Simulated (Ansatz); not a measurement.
Ansatz input

```yaml
crystal:
  lattice:
    - [0.0, 2.5296823921, 2.5296823921]
    - [2.5296823921, 0.0, 2.5296823921]
    - [2.5296823921, 2.5296823921, 0.0]
  atoms:
    - { symbol: Pd, position: [0.0, 0.0, 0.0], spin: 0.5 }
    - { symbol: Pd, position: [0.5, 0.5, 0.5], spin: -0.5 }
hamiltonian:
  xc: pbesol
  pseudopotentials:
    kind: paw
    azcp:
      Pd: "pseudopotentials/Pd.paw.azcp"
basis:
  ecutwfc: 420
  fft_grid_basis: typed
kpoints:
  mp_grid: { grid: [12, 12, 12], shift: [0, 0, 0] }
magnetization:
  spin_polarized: true
scf:
  occupations: { method: fermi_dirac, width: 0.05 }
  lower_state_search: "off"
output:
  stress: true
```

Output

```
Warning: the record states the generating functional pbe (its physics header spells it `PBE`), which answers neither for hamiltonian.xc's functional nor for the pbesol family's — results may be inconsistent (PPs are generated against a specific XC)
Engine: ansatz 0.2.0, aarch64-unknown-linux-gnu
Pseudopotentials: kind: paw
Pseudopotential: Pd, paw, valence charge 18, recommended cutoff 420 eV (normal) 
Functional definition: PBEsol
  exchange = pbesol_x
  correlation = pbesol_c
Crystal: 2 atoms, lattice volume = 32.376 Å³
Basis set: ecut = 420 eV, 609 PW (Γ)
Bands: 23, of which v1, the nominal top of the filled ones, is band 18 counted from 1 (17 counted from 0)
Symmetry: 48 space group operations
Space group: Fm-3m (ITA 225), of the structure as read, at distance tolerance 3.2e-5 Å
Magnetic group: BNS 225.121 (UNI 1623), of the structure as read, at distance tolerance 3.2e-5 Å
k-points: 72 of 1728
Non-local potential: Pd, projectors of the file, l = 0: 2, l = 1: 2, l = 2: 2, l = 3: 1
PAW form: soft (Blöchl's): semilocal exchange-correlation on the pseudo side does not see the compensation charge
PAW frozen core: Pd, regenerated for the run's functional, and the local potential with it (the file was generated under x = pbe(κ = 0.804, μ = 0.2195149727645171), c = pbe(β = 0.06672455060314922))
PAW one-centre angular grid: Pd, 590 points (default); XC on 64 Gauss nodes
Initial density: superposition of atomic densities (chi_scale 0.1, normalization cell)
Starting moments: Σ|m| = 1 μB on 2 of 2 sites
Starting magnetic order: antiferromagnet; a translation exchanges its spin sublattices: spin-degenerate at every k-point
Initial wavefunctions: pseudopotential atomic-orbital guess
Functional: x = pbesol(κ = 0.804, μ = 0.12345679012345678), c = pbesol(β = 0.046)
SCF iter   1: F=—  HF=-13814.164735 eV  |F-HF|=—  |Δ(HF+E_count)|=         —  Δρ=8.19e-2 (↑8.19e-2 ↓8.19e-2)  dr2=8.05e0  dr2_m=2.17e-1  M=0.000 μB ∫|m|=0.221 μB  β_m=0.30  ethr=3.10e-3  ⟨swp⟩=5.4  Hψ=6616  notcnv=0
spin=Collinear: Kerker preconditioning applied to the charge; magnetization (m = ρ↑ − ρ↓) channel mixes plain (no charge-response kernel on spin).
SCF iter   2: F=—  HF=-13812.747064 eV  |F-HF|=—  |Δ(HF+E_count)|=    1.42e0  Δρ=4.88e-2 (↑4.88e-2 ↓4.88e-2)  dr2=2.62e0  dr2_m=1.30e-1  M=0.000 μB ∫|m|=0.159 μB  β_m=0.30  ethr=3.10e-3  ⟨swp⟩=2.0  Hψ=3177  notcnv=0  defer=17
SCF iter   3: F=—  HF=-13812.085510 eV  |F-HF|=—  |Δ(HF+E_count)|=   6.62e-1  Δρ=2.24e-2 (↑2.24e-2 ↓2.24e-2)  dr2=1.45e-1  dr2_m=7.85e-2  M=0.000 μB ∫|m|=0.109 μB  β_m=0.30  ethr=3.10e-3  ⟨swp⟩=2.2  Hψ=2812  notcnv=0  defer=16
SCF iter   4: F=—  HF=-13812.067772 eV  |F-HF|=—  |Δ(HF+E_count)|=   1.77e-2  Δρ=1.28e-2 (↑1.28e-2 ↓1.28e-2)  dr2=6.54e-3  dr2_m=4.55e-2  M=0.000 μB ∫|m|=0.081 μB  β_m=0.30  ethr=4.04e-4  ⟨swp⟩=2.1  Hψ=3737  notcnv=0  defer=15
SCF iter   5: F=—  HF=-13812.073256 eV  |F-HF|=—  |Δ(HF+E_count)|=   5.48e-3  Δρ=9.77e-3 (↑9.77e-3 ↓9.77e-3)  dr2=3.85e-3  dr2_m=2.61e-2  M=0.000 μB ∫|m|=0.062 μB  β_m=0.30  ethr=1.82e-5  ⟨swp⟩=1.0  Hψ=1641  notcnv=0  defer=15
SCF iter   6: F=—  HF=-13812.076675 eV  |F-HF|=—  |Δ(HF+E_count)|=   3.42e-3  Δρ=7.12e-3 (↑7.12e-3 ↓7.12e-3)  dr2=7.85e-5  dr2_m=1.50e-2  M=0.000 μB ∫|m|=0.047 μB  β_m=0.30  ethr=1.07e-5  ⟨swp⟩=2.2  Hψ=2800  notcnv=0  defer=15
SCF iter   7: F=—  HF=-13812.078502 eV  |F-HF|=—  |Δ(HF+E_count)|=   1.83e-3  Δρ=5.40e-3 (↑5.40e-3 ↓5.40e-3)  dr2=4.26e-5  dr2_m=8.62e-3  M=0.000 μB ∫|m|=0.035 μB  β_m=0.30  ethr=2.18e-7  ⟨swp⟩=2.0  Hψ=2324  notcnv=0  defer=15
Mixer restart at iter 7: flushing history
spin-set hold released at iteration 7 (site moments contracting): the magnetisation degrees of freedom join the quasi-Newton model from the next iteration; the mixer history was flushed
SCF iter   8: F=—  HF=-13812.079552 eV  |F-HF|=—  |Δ(HF+E_count)|=   1.05e-3  Δρ=4.09e-3 (↑4.09e-3 ↓4.09e-3)  dr2=3.07e-5  dr2_m=4.95e-3  M=0.000 μB ∫|m|=0.027 μB  β_m=0.65  ethr=1.18e-7  ⟨swp⟩=2.0  Hψ=2341  notcnv=0  defer=15
SCF iter   9: F=—  HF=-13812.080993 eV  |F-HF|=—  |Δ(HF+E_count)|=   1.44e-3  Δρ=7.89e-5 (↑7.89e-5 ↓7.89e-5)  dr2=3.57e-6  dr2_m=7.92e-7  M=0.000 μB ∫|m|=0.000 μB  β_m=0.69  ethr=8.53e-8  ⟨swp⟩=3.3  Hψ=3621  notcnv=0  defer=15
SCF iter  10: F=—  HF=-13812.080994 eV  |F-HF|=—  |Δ(HF+E_count)|=   7.68e-7  Δρ=2.51e-5 (↑2.51e-5 ↓2.51e-5)  dr2=1.90e-7  dr2_m=1.13e-7  M=0.000 μB ∫|m|=0.000 μB  β_m=0.81  ethr=9.93e-9  ⟨swp⟩=2.5  Hψ=2636  notcnv=0  defer=15
iter 11 did not close the SCF: its close was put off for a magnetic moment that had not settled (scf_convergence_deferred on its scf_iter line)
SCF iter  11: F=-13812.080994 eV  HF=-13812.080994 eV  |F-HF|=1.93e-9  |Δ(HF+E_count)|=   1.56e-7  Δρ=8.35e-6 (↑8.35e-6 ↓8.35e-6)  dr2=5.58e-8  dr2_m=2.84e-9  M=0.000 μB ∫|m|=0.000 μB  β_m=0.83  ethr=2.78e-10  ⟨swp⟩=3.2  Hψ=4552  notcnv=0
SCF iter  12: F=-13812.080994 eV  HF=-13812.080994 eV  |F-HF|=3.24e-10  |Δ(HF+E_count)|=   1.14e-8  Δρ=2.56e-6 (↑2.56e-6 ↓2.56e-6)  dr2=8.48e-9  dr2_m=1.15e-11  M=0.000 μB ∫|m|=0.000 μB  ethr=1.55e-10  ⟨swp⟩=2.0  Hψ=4982  notcnv=0
WARN: the starting moments were not kept: the SCF closed with an absolute magnetisation of 9.9e-7 μB, where they sum to 1 μB in size (2 sites). That is at most 0.1 of that sum. Measured as dr2_m measures the in/out step, that magnetisation stands 3.2e-13 eV from none, at or under the dr2_threshold of 1.0e-7 eV: it is no larger than a step whose dr2_m would equal this threshold. The system may hold no moment; this SCF shows only that its start led to no more than that. To try another start: raise the starting moments (crystal.atoms[].spin, magnetization.per_species, magnetization.initial_magnetization, or on a non-collinear deck that types none of these the spinor_matrix: blocks that start its atoms; where the total moment is fixed, keep their sum and leave initial_magnetization as it is; typed ones take the place of any that the run laid by itself, positive ones on a crystal's lanthanoids without a Hubbard term where scf.initial_density.shell_occupations: [] is typed) or, if the notice of its spin-set hold's release reads "site moments contracting" or "site moments show no strong build", lengthen the hold (scf.mixing.spin_hold: { on: { confirm: 4 } }; for m-r²SCAN on two components see the key's manual first). Each may lead to a state that holds a moment. A second SCF, from the converged charge density, with the starting moments and any scf.initial_density.shell_occupations laid on it anew, would have followed, and was not run: the deck does not ask for one (magnetization.retry_lost_moments is false, the default). To let it run, set magnetization.retry_lost_moments: true and run the deck again, where that key's refused combinations let it; where memory then withholds it, that run's warning says so.
SCF 1 converged in 12 iterations: F = -13812.080994 eV  dr2 = 8.48e-9
SCF converged after 12 iterations
Magnetization: 0.0000 μB (18.0000 up, 18.0000 down)
Absolute magnetization: 0.0000 μB (∫|ρ↑−ρ↓|, with the PAW one-centre terms)
Spin contamination: 0.0000 ħ² per cell (⟨S²⟩ above its minimum at these occupations)
Per-site moments (μB) at R_I (Å): [(-2.913171656195316e-7, 1.04349398674125), (2.913171656195316e-7, 1.04349398674125)]
Free energy (F): -13812.080994 eV
Harris-Foulkes:  -13812.080994 eV  (|F-HF|=3.24e-10)
Internal energy: -13812.056243 eV  (E = F + TS)
E sigma→0 (E₀):  -13812.068618 eV
Entropy (-TS):   -0.024751 eV (-12.375 meV/atom)
Fermi energy:    17.531050 eV
--- Per-component energies (eV) ---
  E_band       = -355.632518
  E_kinetic    = 1030.836492
  E_local      = -3945.672806  (includes V_loc(G=0)·N_el)
  E_nonlocal   = 439.528111
  E_hartree    = 1601.796969
  E_xc         = -335.249129
  E_vxc        = -422.179674  (∫ρ·V_xc dr)
  E_paw        = -7371.082693  (= ΣΔE_a)
  E_vpaw       = -661.743870  (= ΣTr[D̂ρ^β])
  E_aug_tail   = 0.000420  (compensation charges beyond the density's cutoff)
  E_ewald      = -5232.818656
  E_core_change = 0.605048  (= ΣΔE_core)
  E_smearing   = -0.024751  (= −TS)
  E_closure    = 0.000000  (closes the sum)
  Σ components = -13812.080994   (vs F -13812.080994, Δ=0.00e0)
--- Stress (GPa, compression-positive) ---
        6.965902       0.000000       0.000000
       -0.000000       6.965902       0.000000
        0.000000       0.000000       6.965902
  P = ⅓ Tr σ = 6.9659 GPa (69.659 kbar)
```
